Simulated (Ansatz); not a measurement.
# Computed properties of ScSnCN

ScSnCN:
```yaml
crystal:
  lattice:
    - [3.58436, 0.00000, 0.00000]
    - [-1.79218, 3.10415, 0.00000]
    - [0.00000, 0.00000, 5.46311]
  atoms:
    - { symbol: Sc, position: [0.33333, 0.66667, 0.52539] }
    - { symbol: Sn, position: [0.66667, 0.33333, 0.00575] }
    - { symbol: C, position: [0.33333, 0.66667, 0.11019] }
    - { symbol: N, position: [0.66667, 0.33333, 0.60866] }
```

Space group P3m1 (No. 156); conventional cell a = 3.584 Å, b = 3.584 Å, c = 5.463 Å, α = 90.00°, β = 90.00°, γ = 120.00°.

Method: r²SCAN in the plane-wave PAW code Ansatz. The cell and atoms are relaxed at this level. Other levels are named where they apply.

### Cell and energy

```
Property                                                       Value
-----------------------------------------------------  -------------
Volume per atom                                             15.20 Å³
Density                                                   5.18 g/cm³
Formation energy from the elements (no fitted shifts)  -0.47 eV/atom
```

### Electronic structure

```
Quantity                                                                          Result
------------------------------------------------  --------------------------------------
Band gap                                                                2.18 eV (direct)
Valence-band maximum                                                                at Γ
Conduction-band minimum                                                             at Γ
Electron effective mass                           0.15, 0.15, 0.58 mₑ (principal values)
Electron effective mass with spin–orbit coupling  0.15, 0.15, 0.58 mₑ (principal values)
Hole effective mass, band 1 of 2 at the edge              0.73 along x, 4.4 along z (mₑ)
Hole effective mass, band 2 of 2 at the edge              0.15 along x, 4.4 along z (mₑ)
Hole effective mass with spin–orbit coupling       0.25, 0.25, 4.4 mₑ (principal values)
HSE06 gap on the r²SCAN cell                                                     2.76 eV
Gap with spin–orbit coupling                                                     2.14 eV
```

The start of the workflow was typed in or built on a structure type; neither database checked (COD, Materials Project) lists it. Whether it is the stable phase at ambient conditions was not checked. Symmetry was held in the r²SCAN relaxation; whether a distortion lowers the energy is not shown. The run is not spin-polarised. The references are the lowest solids computed at this level, not always the standard phases (solids in place of the gases). Scalar-relativistic: spin–orbit coupling is off unless named, which matters more the heavier the elements.

Potentials: the earlier of the program's two PAW sets.
